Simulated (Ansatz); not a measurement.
A sound run on CoPdO2 (R-3m), field of 1000 T on the spins (Ansatz 0.2.0, DFT, PBEsol, PAW with Ansatz's default frozen-core files, scalar-relativistic):

```yaml
crystal:
  lattice:
    - [1.4316899074, 0.8265865534, 5.9577715763]
    - [-1.4316899074, 0.8265865534, 5.9577715763]
    - [0.0, -1.6531731068, 5.9577715763]
  atoms:
    - { symbol: Co, position: [0.5, 0.5, 0.5], spin: 0.05 }
    - { symbol: Pd, position: [0.0, 0.0, 0.0] }
    - { symbol: O, position: [0.887524, 0.887524, 0.887524] }
    - { symbol: O, position: [0.112476, 0.112476, 0.112476] }
magnetization:
  spin_polarized: true
  magnetic_field: 1000
kpoints:
  mp_grid: { grid: [12, 12, 12] }
scf:
  occupations: { method: fermi_dirac, width: 0.08 }
  convergence: { dr2_threshold: 1.0e-10 }
  lower_state_search: "off"
hamiltonian:
  xc: pbesol
  pseudopotentials: { kind: paw }
output:
  forces: true
  stress: true
  eigenvalues: true
```

It converged in 20 iterations. Site moments (μB): Co1 0.03, Pd2 0.05, O3 0.00, O4 0.00. Cell moment 0.10 μB. Pressure -10.09 GPa.

The input is then changed, output keys apart:

```diff
-    - { symbol: Co, position: [0.5, 0.5, 0.5], spin: 0.05 }
+    - { symbol: Co, position: [0.5, 0.5, 0.5], spin: 0.05, spin_axis: [0, 0, 1] }
-  spin_polarized: true
-  magnetic_field: 1000
+  noncollinear: true
+  spin_orbit: true
-  pseudopotentials: { kind: paw }
+  pseudopotentials: { kind: paw_fr }
+basis:
+  ecutwfc: "550 eV"
```

Q: What happens?

A: The run converged. Free energy -13122.0942 eV against -13119.7960 eV (not comparable, since the functional, the files or the filling changed), cell moment 0.00 μB, pressure -10.01 GPa.
```
basis.fft_grid_basis auto: the FFT boxes are laid along the combinations [[1, 0, -1], [0, 1, -1], [0, 0, 1]] of the cell's own vectors, 2.863, 2.863 and 6.183 Å long. The dense box has 24×24×48 points. Along the cell's own vectors, as sized, it would have 48×48×48, 4.00 times as many. Of the 6 symmetry operations that the crystal satisfies within crystal.symmetry.tolerance (time reversal apart; of …
Engine: ansatz 0.2.0
Pseudopotentials: kind: paw_fr
Pseudopotential: Co, paw_fr, valence charge 17, recommended cutoff 420 eV (normal), Co.paw.azcp#standard-fr
Pseudopotential: Pd, paw_fr, valence charge 18, recommended cutoff 420 eV (normal), Pd.paw.azcp#standard-fr
Pseudopotential: O, paw_fr, valence charge 6, recommended cutoff 420 eV (normal), O.paw.azcp#standard-fr
Functional definition: PBEsol
  exchange = pbesol_x
  correlation = pbesol_c
Crystal: 4 atoms, lattice volume = 42.303 Å³
Basis set: ecut = 550 eV, 1241 PW (Γ), FFT grids on a1−a3, a2−a3, a3, exchange–correlation on 48×48×96 points (8 copies of the dense FFT grid, shifted against one another)
Bands: 58, of which v1, the nominal top of the filled ones, is band 47 counted from 1 (46 counted from 0)
Symmetry: 6 space group operations + 6 with time reversal
[...]
  atom   4  O     -0.00000000     0.00000000     0.26636420
  max |Σ_I F_I| component: 5.55e-17 eV/Å
--- Stress (GPa, compression-positive) ---
       -9.589050       0.000000       0.000000
        0.000000      -9.589050      -0.000000
        0.000000      -0.000000     -10.866037
  P = ⅓ Tr σ = -10.0147 GPa (-100.147 kbar)
--- Band table (eV; the first three rows and the last of 189) ---
  k-point 0: bands = ["-80.9736", "-80.9736", "-70.2379", "-70.2379", "-45.6267", "-45.6267", "-43.7982", "-43.7982", "-43.7570", "-43.7570", "-39.0623", "-39.0623", "-34.7287", "-34.7287", "-34.3089", "-34.3089", "-6.6459", "-6.6459", "-4.7674", "-4.7674", "5.6579", "5.6579", "8.1144", "8.1144", "8.1229", "8.1229", "9.0955", "9.0955", "10.2486", "10.2486", "11.3302", "11.3302", "11.3688", "11.368 …
  k-point 1: bands = ["-80.9731", "-80.9731", "-70.2365", "-70.2365", "-45.6282", "-45.6282", "-43.8012", "-43.8012", "-43.7574", "-43.7574", "-39.0658", "-39.0658", "-34.7313", "-34.7313", "-34.3182", "-34.3182", "-6.5669", "-6.5669", "-4.7623", "-4.7623", "5.7463", "5.7463", "7.9210", "7.9210", "8.1589", "8.1589", "9.2273", "9.2273", "10.4277", "10.4277", "10.9304", "10.9304", "11.1020", "11.102 …
  k-point 2: bands = ["-80.9720", "-80.9720", "-70.2328", "-70.2328", "-45.6324", "-45.6324", "-43.8094", "-43.8094", "-43.7584", "-43.7584", "-39.0754", "-39.0754", "-34.7385", "-34.7385", "-34.3433", "-34.3433", "-6.3427", "-6.3427", "-4.7510", "-4.7510", "5.9898", "5.9898", "7.5359", "7.5359", "8.2696", "8.2696", "9.3547", "9.3547", "10.2337", "10.2337", "10.6461", "10.6461", "10.7458", "10.745 …
  k-point 188: bands = ["-80.9736", "-80.9736", "-70.2379", "-70.2379", "-45.6267", "-45.6267", "-43.7982", "-43.7982", "-43.7570", "-43.7570", "-39.0623", "-39.0623", "-34.7288", "-34.7288", "-34.3089", "-34.3089", "-6.4885", "-6.4885", "-5.0213", "-5.0213", "6.8482", "6.8482", "8.2155", "8.2155", "8.2300", "8.2300", "8.4007", "8.4007", "9.1263", "9.1263", "10.6950", "10.6950", "10.7532", "10.753 …
```
